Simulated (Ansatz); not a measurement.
## Computed properties of LaBiS2O

LaBiS$_{2}$O:
```yaml
crystal:
  lattice:
    - [4.03183, 0.00000, 0.00000]
    - [0.00000, 4.03183, 0.00000]
    - [0.00000, 0.00000, 14.02545]
  atoms:
    - { symbol: La, position: [0.50000, 0.00000, 0.58919] }
    - { symbol: La, position: [0.00000, 0.50000, 0.41081] }
    - { symbol: Bi, position: [0.00000, 0.50000, 0.86920] }
    - { symbol: Bi, position: [0.50000, 0.00000, 0.13080] }
    - { symbol: S, position: [0.50000, 0.00000, 0.89031] }
    - { symbol: S, position: [0.00000, 0.50000, 0.10969] }
    - { symbol: S, position: [0.00000, 0.50000, 0.69178] }
    - { symbol: S, position: [0.50000, 0.00000, 0.30822] }
    - { symbol: O, position: [0.00000, 0.00000, 0.50000] }
    - { symbol: O, position: [0.50000, 0.50000, 0.50000] }
```

Space group P4/nmm (No. 129); conventional cell a = b = 4.0318 Å, c = 14.0255 Å, α = β = γ = 90.00°.

Method: r²SCAN+D4 (plane waves, PAW; program Ansatz). Geometry: relaxed at this level of theory. Other levels are named where they apply.

Cell and energy:

| Quantity | Value |
|---|---|
| Volume per atom | 22.80 Å³ |
| Density | 6.23 g/cm³ |
| Formation energy from the elements (no fitted shifts) | -1.97 eV/atom |

Electronic structure:

| Quantity | Value |
|---|---|
| Band gap | 1.05 eV (smallest direct gap 1.05 eV) |
| Valence-band maximum | on the Γ–X line, 95 % of the way from Γ |
| Conduction-band minimum | on the Γ–X line, 96 % of the way from Γ (4 equivalent valleys) |
| Electron effective mass | 0.11, 0.13, 5.0 mₑ (principal values) |
| Electron effective mass with spin–orbit coupling | 0.091, 0.10, 10 mₑ (principal values) |
| Hole effective mass | 0.11, 0.17, 3.8 mₑ (principal values) |
| Hole effective mass with spin–orbit coupling | 0.12, 0.15, 4.6 mₑ (principal values) |
| HSE06 gap on the r²SCAN+D4 cell | 1.27 eV |
| Gap with spin–orbit coupling | 0.50 eV |

Dielectric response:

| Item | Value |
|---|---|
| Electronic dielectric constant ε∞ (DFPT) | 14.0 (xx = yy), 6.72 (zz) |
| Born charges (a third of the trace) | La +4.50, Bi +5.68, S -4.99 to -2.00, O -3.19 e |

Phonons:

| Item | Value |
|---|---|
| Highest zone-centre frequency (without LO–TO term) | 505 cm⁻¹ |
| Zone-centre stability | unstable, softest mode 83i cm⁻¹ |

Charges:

| Property | Value |
|---|---|
| Bader charges | La +2.08, Bi +1.33, S -1.09 to -0.99, O -1.33 e |

The first step of the workflow began from a Materials Project structure, measured or hypothetical; the Crystallography Open Database copy checked does not list it. Its standing as an ambient phase is unchecked. Symmetry was held in the r²SCAN+D4 relaxation. The references are the lowest solids computed at this level, not always the standard phases (solids in place of the gases). Scalar-relativistic: spin–orbit coupling is off unless named, which matters more the heavier the elements.

Potentials: the earlier of the program's two PAW sets. The files were generated under PBE; for other functionals the program regenerates the frozen cores, and for LDA and PBEsol the local potential too.
